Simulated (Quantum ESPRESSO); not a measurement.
# Moving one atom in InGa2AlP4

The results below are calculated, not measured. They come from pw.x of Quantum ESPRESSO 7.5, a plane-wave density functional program, with PseudoDojo standard norm-conserving files (v0.5 for PBE, v0.4.1 for LDA and PBEsol). The cells are made up: elements, strain and atom displacements were drawn at random, and nothing was relaxed. There is no spin polarisation, spin-orbit coupling or dispersion term.

The cell has 8 sites of a zincblende or diamond lattice. Sites 1 to 4 hold In Ga Ga Al; sites 5 to 8 hold P P P P. Cell vectors in Å: (5.758, 0.000, 0.000); (0.000, 5.758, 0.000); (0.000, 0.000, 5.758). Settings: PBE, cutoff 1088 eV, 4 x 4 x 4 k mesh shifted by half a step, Fermi-Dirac smearing of 0.025 eV.

Each run shifts the Ga atom on site 3 along z and leaves all else fixed. Site 6 is one of its nearest neighbours. E is the free energy of the cell above the lowest run shown.

```
run,shift (Å),Fz on site 3 (eV/Å),Fz on site 6 (eV/Å),P (GPa),E (meV)
1,-0.1683,0.791,-0.530,-3.81,42.4
2,-0.1533,0.687,-0.502,-3.83,31.3
3,-0.0809,0.177,-0.360,-3.91,0.0
5,0.0504,-0.755,-0.064,-3.89,38.1
6,0.1046,-1.134,0.069,-3.81,89.3
7,0.1425,-1.393,0.164,-3.74,137.2
4,0.0158,?,?,?,?
```

A rerun of one of these cells at 1377 eV and k mesh 6 x 6 x 6 moved values by no more than 0.008 eV in the cell's energy, 0.02 GPa in stress and 0.002 eV/Å in force.

## Worked fit

A parabola through the six runs shown gives Fz on site 3 = -0.398 - 7.04 u + 0.2 u² eV/Å, with u in Å and a scatter of 0.004 eV/Å. Minus the slope, 7.04 ± 0.08 eV/Å², is this atom's force constant along z at u = 0, with its periodic images moving too. The fitted force vanishes at u = -0.056 Å, where the energy should be lowest along this line. The error is the larger of the fit's own and the change that a cubic makes, rounded up.

## Withheld run

Question: what Fz on site 3 should run 4 give?

The fit gives -0.509 eV/Å. The calculation gave -0.511 eV/Å.

```
run,shift (Å),Fz on site 3 (eV/Å),Fz on site 6 (eV/Å),P (GPa),E (meV)
4,0.0158,-0.511,-0.146,-3.91,16.1
```